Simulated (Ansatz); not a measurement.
Relaxed-ion elastic tensor of LiF (zinc blende, F-43m) in GPa (Voigt order), PBEsol (plane waves, PAW; program Ansatz); density 2.15 g/cm³, 10.01 Å³ per atom.

```
66.0  48.5  48.5   0.0   0.0   0.0
48.5  66.0  48.5   0.0   0.0   0.0
48.5  48.5  66.0   0.0   0.0   0.0
 0.0   0.0   0.0  34.2   0.0   0.0
 0.0   0.0   0.0   0.0  34.2   0.0
 0.0   0.0   0.0   0.0   0.0  34.2
```

Question: Is the crystal mechanically stable?

Answer: Yes: the smallest eigenvalue of C is 17.5 GPa.

Question: Work out the Voigt, Reuss and Hill averages.

Answer: K_V = 54.3, K_R = 54.3, K_H = 54.3; G_V = 24.0, G_R = 15.8, G_H = 19.9 GPa.

Question: Give Young's modulus, Poisson's ratio, Pugh's ratio and the universal anisotropy index.

Answer: E = 9KG/(3K + G) = 53.3 GPa; ν = 0.34; K/G = 2.73 (ductile by the Pugh limit of 1.75); A_U = 5G_V/G_R + K_V/K_R − 6 = 2.60.

Question: Estimate the sound speeds and the Debye temperature.

Answer: v_l = √((K + 4G/3)/ρ) = 6130 m/s, v_t = √(G/ρ) = 3040 m/s, mean 3420 m/s; Θ = (h/k)(3n/4πV)^(1/3) v_m = 472 K.

Question: Give the Zener ratio and Young's modulus along [100], [110] and [111].

Answer: A = 2C44/(C11 − C12) = 3.91; 1/E = S11 − 2(S11 − S12 − S44/2)Γ with Γ = 0, 1/4, 1/3 gives 24.9, 53.0, 84.9 GPa.

The start of the workflow was typed in or built on a structure type; neither database checked (COD, Materials Project) lists it. It is not the phase usual at ambient conditions (space group No. 225). The cell was relaxed with PBEsol under the symmetry of its start; whether a distortion lowers the energy is not shown.

Potentials: the earlier of the program's two PAW sets. The files were generated under PBE; for other functionals the program regenerates the frozen cores, and for LDA and PBEsol the local potential too.
